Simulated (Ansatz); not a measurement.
YSi in space group Cmcm (No. 63; Y on 4c, Si on 4c) at seven volumes, DFT-PBEsol in the program Ansatz with PAW potentials, shape and atoms relaxed at each. One row is withheld.

```csv
V (Å³/atom),P (GPa)
19.172,10.97
19.804,6.74
20.436,3.11
21.068,0.00
21.700,-2.66
22.332,-4.95
22.964,?
```

**Question.** Fit the shown pressures and predict the withheld one.

**Answer.** Third-order Birch–Murnaghan: P = (3/2)B₀(x^(7/2) − x^(5/2))[1 + (3/4)(B′ − 4)(x − 1)] with x = (V₀/V)^(2/3). Least squares on the six rows gives V₀ = 21.069 Å³/atom, B₀ = 95.80 GPa, B′ = 4.10. At V = 22.964, x = 0.9442 and P = -6.92 GPa. The run itself gave -6.90 GPa.

The first step of the workflow began from a Materials Project structure, measured or hypothetical; the Crystallography Open Database copy checked does not list it. Its standing as an ambient phase is unchecked. The cell was relaxed with PBEsol under the symmetry of its start; whether a distortion lowers the energy is not shown. The run is not spin-polarised.

Potentials: the later of the program's two PAW sets.
